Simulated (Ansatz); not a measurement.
Relaxed CdTe (zinc blende):

```yaml
crystal:
  lattice:
    - [0.00000, 3.27881, 3.27881]
    - [3.27881, 0.00000, 3.27881]
    - [3.27881, 3.27881, 0.00000]
  atoms:
    - { symbol: Te, position: [0.75000, 0.75000, 0.75000] }
    - { symbol: Cd, position: [0.00000, 0.00000, 0.00000] }
```

Level of theory: r2SCAN (plane waves to 500 eV, PAW, scalar-relativistic; Ansatz, a program for electronic structure). k mesh 7×7×7 (Γ-centred), Fermi-Dirac smearing 0.05 eV. CdTe was relaxed with its symmetry unable to fall. Spin-orbit coupling is left out, though Te is heavy.

One atom of the cell was then moved (with its periodic images), all else fixed, and the forces (eV/Å) came out as:

```json
[
 {"atom": "Te1", "Fx": "-0.815", "Fy": "-0.815", "Fz": "-0.815"},
 {"atom": "Cd2", "Fx": "0.815", "Fy": "0.815", "Fz": "0.815"}
]
```

With two atoms only their relative shift counts; take Cd2 as fixed.

Which atom was moved, and by which vector (Å)?

Te1, by (0.13, 0.13, 0.13), 0.22 Å in all.

(For displaced atoms, the force is minus the slope of the energy, and its curvature is a force constant, which sets phonon frequencies.)
